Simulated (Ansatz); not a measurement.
Zn₄Se₃S: phonons across the zone

These are results of DFT PBE, scalar-relativistic, plane waves, PAW (Ansatz 0.2.0), not measurements. Settings: 420 eV plane-wave cutoff, Γ-centred 8×4×6 mesh, fixed occupations. No spin polarisation. Phonons by linear response, acoustic sum rule imposed.

Relaxed structure:
```yaml
crystal:
  lattice:
    - [4.00163, 0.00000, 0.00000]
    - [0.00000, 8.00908, 0.00000]
    - [0.00000, 0.00000, 5.65654]
  atoms:
    - { symbol: Zn, position: [0.00000, 0.74066, 0.99345] }
    - { symbol: Zn, position: [0.50000, 0.50000, 0.51767] }
    - { symbol: Zn, position: [0.00000, 0.25934, 0.99345] }
    - { symbol: Zn, position: [0.50000, 0.00000, 0.49477] }
    - { symbol: Se, position: [0.50000, 0.74483, 0.25013] }
    - { symbol: Se, position: [0.50000, 0.25517, 0.25013] }
    - { symbol: Se, position: [0.00000, 0.00000, 0.75091] }
    - { symbol: S, position: [0.00000, 0.50000, 0.74949] }
```

The structure comes from a generated guess, relaxed at this level; another structure or a mixture of phases may lie lower. The q mesh is coarse, so values between its points are rough.

Force constants from linear response on a 2×1×1 q mesh.

Path: Γ–X–S–Y–Γ–Z–U–R–T–Z | X–U | Y–T | S–R. Only the points of the 2×1×1 mesh were computed; the rest is interpolation, which is rough on so few points. On the mesh no mode is imaginary. Distance along the path (Å⁻¹), then the branches (cm⁻¹, negative for imaginary; the LO field is included):
```
0.000  0 0 0 61 63 72 76 88 90 142 146 189 195 197 198 198 200 200 206 217 223 275 279 286
0.196  19 20 46 68 70 72 80 86 88 146 150 185 193 196 197 199 202 204 205 215 224 275 280 284
0.393  38 46 68 70 74 80 82 87 102 158 161 176 190 196 197 197 204 206 208 211 223 276 280 283
0.589  53 64 65 72 72 80 80 100 120 160 179 179 193 194 197 199 204 204 206 212 218 276 278 285
0.785  61 64 71 72 73 75 89 90 141 145 190 192 194 195 198 198 200 201 204 211 215 275 279 285
0.883  62 62 69 74 75 78 88 88 142 146 184 187 196 196 199 200 200 201 206 211 214 275 279 285
0.981  59 64 70 76 77 82 86 87 144 148 176 179 197 199 199 200 202 202 209 211 213 276 279 285
1.079  56 66 72 74 80 83 86 88 150 151 166 170 198 199 200 201 204 204 211 211 212 276 279 284
1.177  56 68 70 74 82 82 88 90 154 157 157 165 198 199 200 202 204 204 211 211 212 276 279 284
1.374  35 55 68 78 81 88 90 97 139 143 166 173 188 195 196 202 204 207 210 216 217 278 279 283
1.570  13 36 61 68 87 91 94 99 116 119 171 179 179 189 194 204 204 206 209 219 222 275 278 286
1.766  26 31 51 54 79 84 88 95 97 102 172 180 181 191 194 201 203 206 209 217 228 266 275 296
1.962  32 41 42 48 71 76 79 88 96 102 172 180 185 192 198 199 200 200 210 217 234 256 274 302
2.061  27 32 46 57 66 70 76 90 98 107 169 182 186 193 198 199 200 200 209 217 233 256 274 302
2.159  18 19 46 52 68 69 76 82 100 120 162 185 190 194 198 199 199 201 208 217 232 256 274 302
2.257  -8 10 26 57 66 74 76 80 96 132 154 188 193 196 198 199 199 201 206 217 231 256 275 302
2.355  0 0 0 61 63 72 76 88 90 142 147 189 195 197 198 198 198 201 206 217 230 256 275 302
2.424  7 7 15 61 63 72 76 85 90 143 147 185 197 198 198 198 200 201 206 214 228 256 285 293
2.563  20 20 44 61 63 70 73 74 89 149 153 170 196 198 198 199 201 201 208 216 230 255 284 293
2.702  31 31 56 61 62 67 72 74 88 149 152 164 194 198 198 199 201 201 210 216 234 255 282 294
2.841  38 39 46 60 61 64 70 88 100 127 154 169 192 198 198 199 202 202 211 215 236 255 280 294
3.008  41 43 44 63 64 65 74 88 110 119 154 170 191 198 199 200 201 202 211 214 235 257 280 293
3.204  46 47 56 65 80 82 94 95 115 129 149 168 189 198 198 201 202 205 211 212 227 266 278 288
3.401  52 53 60 66 86 88 107 115 133 142 149 170 186 194 198 201 201 205 212 217 218 275 276 283
3.597  46 59 65 79 88 89 99 123 142 150 166 180 184 188 198 198 199 202 210 214 220 274 279 281
3.744  44 61 66 84 86 91 95 123 143 153 168 181 183 187 198 199 199 201 210 214 220 274 280 281
3.842  42 67 72 79 84 90 102 123 141 152 167 175 182 191 197 199 200 202 210 214 220 274 280 281
3.940  41 68 74 86 87 91 106 119 141 149 166 169 182 194 197 199 201 204 210 214 218 274 279 280
4.038  41 63 76 88 97 98 105 110 143 146 165 165 181 196 197 198 201 206 210 215 217 274 279 280
4.186  41 62 76 88 98 104 104 108 142 142 162 164 183 196 197 198 202 206 210 216 216 275 279 280
4.382  40 58 75 85 98 104 108 110 126 129 146 152 190 197 198 203 206 207 212 214 214 274 277 282
4.578  40 54 71 79 90 90 98 101 114 126 136 140 195 198 200 205 205 207 214 215 219 265 280 285
4.774  43 48 55 66 70 73 90 91 116 129 133 142 197 199 200 202 203 205 214 221 224 256 283 288
4.921  46 46 50 64 66 69 87 90 116 130 132 145 197 198 200 201 202 206 214 221 226 255 283 289
5.020  43 44 53 60 65 69 80 89 112 124 140 155 197 197 199 200 201 206 213 217 230 255 282 291
5.118  41 42 52 56 64 70 71 88 110 120 149 164 194 197 199 199 201 205 212 215 234 255 281 292
5.216  39 40 45 59 62 65 70 88 109 119 154 169 192 198 198 199 202 202 211 215 236 255 280 294
5.265  61 64 71 72 73 75 89 90 141 145 190 192 194 195 198 198 200 201 204 211 215 275 279 285
5.404  61 64 73 74 77 77 84 89 146 147 186 189 191 193 198 198 199 201 209 212 214 275 279 284
5.542  61 64 64 78 82 84 89 92 149 157 172 187 188 189 198 198 198 201 213 213 215 274 280 282
5.681  50 60 64 82 87 89 90 110 152 155 166 184 185 186 198 198 199 201 211 214 219 274 281 281
5.820  44 60 64 84 89 91 91 123 144 153 168 183 183 185 198 198 199 201 210 214 220 274 280 281
5.889  33 41 41 48 71 76 81 89 96 102 170 178 186 194 198 200 200 200 210 217 233 256 275 301
6.028  36 37 43 50 70 74 88 91 102 104 161 167 192 197 200 200 201 201 210 218 228 255 281 295
6.167  40 42 46 57 68 72 90 90 110 112 151 154 197 197 200 201 204 204 212 220 225 255 286 288
6.306  46 46 48 63 66 70 89 89 116 124 139 143 197 198 200 201 203 205 214 222 225 255 284 289
6.375  56 68 70 74 82 82 88 90 154 157 157 165 198 199 200 202 204 204 211 211 212 276 279 284
6.514  51 66 71 75 81 86 93 94 152 158 158 162 197 198 201 202 204 204 210 212 212 276 279 284
6.653  45 68 68 76 92 93 100 100 148 155 160 160 191 198 201 202 202 204 210 213 214 275 280 282
6.792  42 64 74 84 98 100 103 106 145 147 163 163 185 197 198 199 201 206 210 215 216 275 280 280
6.931  41 63 77 88 99 102 104 107 144 145 165 165 181 196 197 198 201 206 210 216 216 274 279 280
```
